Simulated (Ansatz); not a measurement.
Mo:
```xyz
2
Lattice="2.7301 0.0000 0.0000 -1.3650 2.3643 0.0000 0.0000 0.0000 4.8372" Properties=species:S:1:pos:R:3 pbc="T T T"
Mo     0.0000     1.5762     1.2093
Mo     1.3650     0.7881     3.6279
```

Relaxed with PBEsol. Special points in fractions of this cell's reciprocal vectors: Γ (0.000, 0.000, 0.000); M (0.500, 0.000, 0.000); K (0.333, 0.333, 0.000); A (0.000, 0.000, 0.500); L (0.500, 0.000, 0.500); H (0.333, 0.333, 0.500).

Task: List the band energies nearest the Fermi level at these points for PBEsol with spin–orbit coupling (plane waves, PAW; program Ansatz).

Result: In eV from the Fermi level; about four levels below and three above (degenerate sets whole), none deeper than 8.9 eV; points with the same levels are listed once.

| k | below | above |
|---|---|---|
| Γ | -0.27 -0.27 -0.07 -0.07 | 0.67 0.67 1.43 1.43 |
| M | -0.28 -0.28 -0.21 -0.21 | 3.83 3.83 4.64 4.64 |
| K | -1.55 -1.55 -1.48 -1.48 | 0.27 0.27 2.57 2.57 |
| A | -0.58 -0.58 -0.58 -0.58 | 2.78 2.78 2.78 2.78 |
| L | -3.43 -3.43 -3.43 -3.43 | 1.25 1.25 1.25 1.25 |
| H | -1.16 -1.16 -1.12 -1.12 | 0.35 0.35 0.45 0.45 |

Space group P6_3/mmc (hcp (Mg type)). The start of the workflow was typed in or built on a structure type; the Crystallography Open Database copy checked does not list it. It is not the phase usual at ambient conditions (space group No. 229). The cell was relaxed with PBEsol under the symmetry of its start; phonons show weakly imaginary modes. No spin polarisation was allowed.

Potentials: the later of the program's two PAW sets.
